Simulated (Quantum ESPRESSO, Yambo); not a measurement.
# LiC at -0.7 % isotropic strain: DFT and GW levels

Space group Immm (No. 71); a = 3.549 Å, b = 4.773 Å, c = 5.267 Å, α = 90.00°, β = 90.00°, γ = 90.00°

| atom | site | symmetry | x | y | z |
|---|---|---|---|---|---|
| Li | 4j | mm2 | 0.0000 | 0.5000 | 0.2386 |
| C | 4g | m2m | 0.0000 | 0.1318 | 0.0000 |
(The calculation used a cell of 4 atoms; values per cell refer to that cell.)

The PBEsol cell relaxed from Materials Project entry mp-1378 was given an isotropic strain of -0.7 % on all lattice vectors, and the atoms were relaxed again.

Starting point: PBEsol (pw.x of Quantum ESPRESSO, ONCV potentials, scalar-relativistic). G0W0 in Yambo: 6×6×6 Γ-centred k mesh, bands 3 to 82 and a 8 Ry block in the screening, 82 bands in G with the Bruneval-Gonze terminator, plasmon pole fitted at 27.2 eV.

- PBEsol gap along the band path: 3.10 eV
- PBEsol gap between the mesh's edge points ((0.167, 0.167, 0.333) → Γ): 3.15 eV
- G0W0 gap between the same points: 5.42 eV
- PBEsol smallest direct gap on the mesh (at Γ): 3.37 eV
- G0W0 direct gap at that point: 5.70 eV

```csv
k point,band,E PBEsol (eV),E QP (eV),shift (eV),Z
Γ,VB,-0.23,-1.43,-1.21,0.79
Γ,CB,3.15,4.26,1.11,0.81
"(0, -0.5, 0)",VB,-0.82,-2.11,-1.30,0.77
"(0, -0.5, 0)",CB,3.35,4.44,1.09,0.81
"(0.167, 0.167, 0.333)",VB,0.00,-1.16,-1.16,0.78
"(0.167, 0.167, 0.333)",CB,3.89,4.79,0.90,0.81
```

Energies count from the PBEsol valence-band maximum.

Convergence of the G0W0 settings was not tested.
